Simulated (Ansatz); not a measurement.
Relaxed-ion elastic tensor of HgS (zinc blende, F-43m) in GPa (Voigt order), LDA (plane waves, PAW; program Ansatz); density 7.87 g/cm³, 24.54 Å³ per atom.

|  | 1 | 2 | 3 | 4 | 5 | 6 |
|---|---|---|---|---|---|---|
| 1 | 78.6 | 61.8 | 61.8 | 0.0 | 0.0 | 0.0 |
| 2 | 61.8 | 78.6 | 61.8 | 0.0 | 0.0 | 0.0 |
| 3 | 61.8 | 61.8 | 78.6 | 0.0 | 0.0 | 0.0 |
| 4 | 0.0 | 0.0 | 0.0 | 25.0 | 0.0 | 0.0 |
| 5 | 0.0 | 0.0 | 0.0 | 0.0 | 25.0 | 0.0 |
| 6 | 0.0 | 0.0 | 0.0 | 0.0 | 0.0 | 25.0 |

Task: Is the crystal mechanically stable?

Result: Yes: the smallest eigenvalue of C is 16.8 GPa.

Task: Work out the Voigt, Reuss and Hill averages.

Result: K_V = 67.4, K_R = 67.4, K_H = 67.4; G_V = 18.4, G_R = 14.0, G_H = 16.2 GPa.

Task: Give Young's modulus, Poisson's ratio, Pugh's ratio and the universal anisotropy index.

Result: E = 9KG/(3K + G) = 45.0 GPa; ν = 0.39; K/G = 4.16 (ductile by the Pugh limit of 1.75); A_U = 5G_V/G_R + K_V/K_R − 6 = 1.57.

Task: Estimate the sound speeds and the Debye temperature.

Result: v_l = √((K + 4G/3)/ρ) = 3360 m/s, v_t = √(G/ρ) = 1430 m/s, mean 1620 m/s; Θ = (h/k)(3n/4πV)^(1/3) v_m = 166 K.

Task: Give the Zener ratio and Young's modulus along [100], [110] and [111].

Result: A = 2C44/(C11 − C12) = 2.97; 1/E = S11 − 2(S11 − S12 − S44/2)Γ with Γ = 0, 1/4, 1/3 gives 24.3, 46.5, 66.8 GPa.

The LDA relaxation kept the symmetry of its start. As this level gives no gap, shear constants depend on the k-mesh and smearing (Fermi–Dirac, 0.1 eV here). Scalar-relativistic: spin–orbit coupling is off unless named, which matters more the heavier the elements.

Potentials: the later of the program's two PAW sets.
